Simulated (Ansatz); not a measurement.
Relaxed Al2Au (fluorite type, space group Fm-3m):

```xyz
6
Lattice="0.0000 5.9566 5.9566 2.9783 2.9783 5.9566 2.9783 2.9783 0.0000" Properties=species:S:1:pos:R:3 pbc="T T T"
Al     1.4892     1.4892     1.4892
Al     1.4892     4.4675     4.4675
Al     4.4675     4.4675     4.4675
Al     4.4675     7.4458     7.4458
Au     0.0000     0.0000     0.0000
Au     2.9783     5.9566     2.9783
```

A phonon eigenvector at X = (0.5, 0.5, 0.0) is frozen into this cell: atom i moves by Q times the vector below, so Q is the largest atomic displacement, in Å. The cell is held. It is one choice among 2 degenerate patterns. (q is in reciprocal vectors of the primitive cell; the cell shown is doubled to hold the pattern.)

```
atom       x       y      z
----  ------  ------  -----
Al1    0.000   1.000  0.000
Al2    0.000  -1.000  0.000
Al3    0.000   1.000  0.000
Al4    0.000  -1.000  0.000
Au5   -0.128   0.000  0.000
Au6    0.128   0.000  0.000
```

These are LDA (plane waves to 420 eV, PAW, scalar-relativistic; Ansatz, a quantum-chemistry and plane-wave program) values and carry that method's errors. k mesh 14×14×14 (Γ-centred), Fermi-Dirac smearing 0.05 eV. E stands for the smeared free energy. With partly filled bands, energies and forces of such displacements shift with the k mesh and the smearing. Al2Au was relaxed with its symmetry unable to fall. Spin-orbit coupling is left out, though Au is heavy. The zero of ΔE is the undisplaced structure. The last digit holds for this mesh only.

```
Q (Å)    ΔE (meV/cell)
-------  -------------
-0.1000       withheld
-0.0833          139.5
-0.0667           88.8
-0.0500           49.7
-0.0333           22.0
-0.0167            5.5
0.0000             0.0
0.0167             5.5
0.0333            22.0
0.0500            49.7
0.0667            88.8
0.0833           139.5
0.1000        withheld
```

Problem. Fit an even polynomial form (powers 2, 4) to the given rows and predict ΔE at Q = 0.1000.

Solution. Least squares on the 11 given rows: ΔE = (19740)·Q² + (52240)·Q⁴, in meV/cell with Q in Å; root-mean-square residual 0.03 meV/cell. At 0.1000 the fit gives 202.6 meV/cell; the calculation gives 202.2 meV/cell, so the extrapolation is off by 0.4 (+0.2 %). The quadratic term alone would give 197.4 meV/cell.

(For displaced atoms, the force is minus the slope of the energy, and its curvature is a force constant, which sets phonon frequencies.)
